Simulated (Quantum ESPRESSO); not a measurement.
```xyz
10
Lattice="2.5716 1.4847 4.6292 -2.5716 1.4847 4.6292 0.0000 -2.9694 4.6292" Properties=species:S:1:pos:R:3 pbc="T T T"
O     -1.0294    -1.4847     5.7865
O      1.0294     1.4847     8.1010
O      1.8005    -0.1491     5.7865
O     -1.8005     0.1491     8.1010
O     -0.7711     1.6338     5.7865
O      0.7711    -1.6338     8.1010
Rh     0.0000     0.0000    11.7931
Rh     0.0000     0.0000     2.0944
Rh     0.0000     0.0000     9.0381
Rh     0.0000     0.0000     4.8494
```

The geometry is that of Materials Project entry mp-542734, symmetrised and not relaxed again.

**Question.** What does norm-conserving LDA (Quantum ESPRESSO, 88 Ry, without SOC) give for the electronic structure near the Fermi level?

**Answer.** The LDA gap is indirect, 0.53 eV, from Γ to F; the smallest direct gap is 0.79 eV. Spin-orbit splittings are left out.
